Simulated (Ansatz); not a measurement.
## 181Ta nuclear quadrupole resonance in TaSi2

Cell: a COD entry, its atoms then relaxed with PBE in this cell.

Space group P6_222 (No. 180); a = 4.7800, c = 6.5640 Å, γ = 120.00°.

| site | Wyckoff | site symmetry | x | y | z |
| --- | --- | --- | --- | --- | --- |
| Ta | 3d | 222 | 0.5000 | 0.0000 | 0.5000 |
| Si | 6j | ..2 | 0.1589 | 0.3179 | 0.5000 |

One atom of each set is listed.

All values are calculated (Ansatz; DFT, r2SCAN, plane waves and PAW, scalar-relativistic, 500 eV cutoff, Γ-centred 8×8×5 k-points, Fermi–Dirac smearing 0.05 eV), not measured.

181Ta: I = 7/2, Q = 3170 mb (year-2017 value). Static lattice, zero field.

(1) At which frequencies do the 181Ta NQR lines lie?

## Answers

(1) For I = 7/2 and η = 0 the lines are |C_Q|/14 times 1, 2 and 3; η shifts the lowest up most.

```csv
site,atoms,V_zz (10²¹ V/m²),C_Q (MHz),η,line frequencies (MHz)
Ta,3,6.62,508,0.93,"67.4, 92.3, 98.6"
```

The run finds no gap above 0.1 eV (a metal, or nearly one), so the gradients can move by 10 % or more with the k-mesh. Without spin–orbit coupling the gradients at and beside Ta can be off by some per cent, at some sites by more. With these PAW files V_zz is typically within 2 to 3 % of all-electron values, but misses above 10 % occur on Ta.
